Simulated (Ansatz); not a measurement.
An Ansatz (a quantum-chemistry and plane-wave program) run. Input:

Ansatz 0.2 input:
```yaml
crystal:
  lattice:
    - [0.0, 1.8999932079, 1.8999932079]
    - [1.8999932079, 0.0, 1.8999932079]
    - [1.8999932079, 1.8999932079, 0.0]
  atoms:
    - { symbol: Rh, position: [0.0, 0.0, 0.0] }
kpoints:
  mp_grid: { grid: [18, 18, 18] }
hamiltonian:
  xc: r2scan
  pseudopotentials: { azcp: { folder: ./paw }, kind: paw }
scf:
  occupations: { method: gaussian, width: 0.1 }
checkpoint: { read: metal.run }
output: { write_density: true, elf: true, volumetric_format: npy }
basis: { fft_grid_basis: typed }
```

Output (shortened):

```
Pseudopotentials: kind: paw
Pseudopotential: Rh, paw, valence charge 17
Functional definition: r2SCAN
Crystal: 1 atoms, lattice volume = 13.718 Å³
Basis set: ecut = 500 eV, 339 PW (Γ), exchange–correlation on 80×80×80 points (64 copies of the dense FFT grid, shifted against one another)
Bands: 17, of which v1, the nominal top of the filled ones, is band 9 counted from 1 (8 counted from 0)
Symmetry: 48 space group operations
Space group: Fm-3m (ITA 225), of the structure as read, at distance tolerance 2.4e-5 Å
k-points: 195 of 5832
PAW frozen core: Rh, regenerated for the run's functional
Initial density: read from a saved state, or passed on in memory by an earlier SCF of this step, an earlier step, the calling program or the single point that …
Stability of the state it starts from, as read at its close in the unpolarized treatment …
Initial wavefunctions: pseudopotential atomic-orbital guess
Eigensolver: davidson
Functional: x = r2scan, c = r2scan; τ floored in thin density (d = 2e-4 eV/Å³)
iter 1 solved again at ethr=1.47e-7 eV; its pass at ethr=3.10e-3 eV (dr2=2.50e-5 eV) is discarded
SCF iter   1: F=—  HF=-6415.320224 eV  |F-HF|=—  |Δ(HF+E_count)|=         —  Δρ=2.26e-7  dr2=1.49e-12  dr2_τ=1.01e-12  ethr=1.47e-7  ⟨swp⟩=2.5  Hψ=25476  notcnv=0
all-band conjugate gradients solve this SCF's bands
preconditioner: auto → none
SCF iter   2: F=-6415.320224 eV  HF=-6415.320224 eV  |F-HF|=0.00e0  |Δ(HF+E_count)|=   1.37e-8  Δρ=1.16e-7  dr2=7.19e-13  dr2_τ=1.66e-12  ethr=1.00e-12  ⟨swp⟩=5.5  Hψ=11148  notcnv=0
SCF 1 converged in 2 iterations: F = -6415.320224 eV  dr2 = 7.19e-13
SCF converged after 2 iterations
Free energy (F): -6415.320224 eV
Harris-Foulkes:  -6415.320224 eV  (|F-HF|=0.00e0)
Internal energy: -6415.313411 eV  (E = F + TS)
E sigma→0 (E₀):  -6415.316818 eV
Entropy (-TS):   -0.006813 eV (-6.813 meV/atom)
Fermi energy:    22.296197 eV
--- Per-component energies (eV) ---
  E_band       = -101.226866
  E_kinetic    = 537.484182
  E_local      = -1469.376071  (includes V_loc(G=0)·N_el)
  E_nonlocal   = 298.814803
  E_hartree    = 546.109631
  E_xc         = -195.257227
  E_vxc        = -283.940170  (∫ρ·V_xc dr)
  E_paw        = -3622.197616  (= ΣΔE_a)
  E_vpaw       = -296.201504  (= ΣTr[D̂ρ^β])
  E_aug_tail   = -0.000044  (compensation charges beyond the density's cutoff)
  E_vtau       = 19.772638  (kinetic-family band-sum trace: ∫τ·v_τ [+ j·A + Jᵃ·Aᵃ] dr)
  E_ewald      = -2510.521114
  E_core_change = -0.369956  (= ΣΔE_core)
  E_smearing   = -0.006813  (= −TS)
  E_closure    =  0.000000  (closes the sum)
  Σ components = -6415.320224   (vs F -6415.320224, Δ=0.00e0)
  [band-id]    e_kinetic+e_local+e_nonlocal+2·e_hartree+e_vxc+e_vpaw+e_augmentation_tail+e_vtau = -101.226903   (vs E_band -101.226866, Δ=-3.71e-5)
--- Band table (eV; the first three rows and the last of 195) ---
  k-point 0: bands = ["-58.8706", "-25.4965", "-25.4965", "-25.4965", "14.1286", "19.1091", "19.1091", "19.1091", "21.2102", "21.2102", "38.7803", "44.4152", "44.4152", "44.4152", "50.6950", "55.7860", "55.7860"]
  k-point 1: bands = ["-58.8669", "-25.5209", "-25.4998", "-25.4998", "14.2585", "19.0514", "19.1602", "19.1602", "21.1821", "21.1821", "38.9655", "43.7465", "44.6015", "44.6015", "51.4304", "54.9947", "55.3697"]
  k-point 2: bands = ["-58.8563", "-25.5910", "-25.5092", "-25.5092", "14.6307", "18.9079", "19.2932", "19.2932", "21.1225", "21.1225", "39.4617", "42.3179", "45.1439", "45.1439", "51.9745", "54.1762", "54.1762"]
  k-point 194: bands = ["-58.7060", "-26.0520", "-25.9735", "-25.7922", "17.0236", "17.8976", "18.8607", "21.0797", "23.3397", "31.6206", "33.1792", "34.2278", "35.5924", "48.1847", "49.4815", "53.0547", "58.5647"]
  band table: 17 of 17 bands, residual norms ≤ 1.0e-3 eV
```

Cost: very roughly 2.6 core-seconds on shared cores.

Symmetry was held in the r²SCAN relaxation. No spin polarisation was allowed. Scalar-relativistic: spin–orbit coupling is off unless named, which matters more the heavier the elements.

Potentials: the earlier of the program's two PAW sets.

Ansatz is a plane-wave DFT program.
